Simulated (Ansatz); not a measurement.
The elements of this relaxed trial crystal are hidden behind letters.

```
lattice vectors (Å)
   2.8374    0.0000    0.0000
   0.0000    2.8374    0.0000
   0.0000    0.0000    3.3623
fractional positions
X 0.5000 0.5000 0.0000
Z 0.0000 0.0000 0.0000
Z 0.5000 0.5000 0.5000
```

The calculation used DFT PBE, scalar-relativistic, plane waves, PAW in Ansatz. The final run on the 3-atom cell used 420 eV, a Γ-centred 16×16×14 mesh, 0.10 eV smearing and no spin polarisation.

```
Space group                                 : P4/mmm (No. 123)
Conventional cell                           : a = 2.837 Å, c = 3.362 Å
Volume per atom                             : 9.02 Å³
Density                                     : 4.13 g/cm³
Energy over the elements                    : +0.28 eV/atom
Gap on the 16×16×14 mesh of the 3-atom cell : 0 eV (a metal)
```

Energies are uncorrected and count from the elements' standard states at the same level.

Problem. X is a d-block element of period 4 and Z is an s-block element of period 1. Which elements are they?

Solution. X = Zn, Z = H, so the formula is ZnH2. Density times volume gives a mean mass of 4.13 × 9.02/1.6605 = 22.4 u per atom, and this set has 22.5 u. Among the elements that the hints allow, noble gases aside, only these give it. Zn is surrounded by 2 H at 1.68 Å and 4 H at 2.01 Å; around H on its first site lie 4 Zn at 2.01 Å; H on its second site is surrounded by 2 Zn at 1.68 Å.

A structure relaxed within its symmetry needn't be a true minimum.
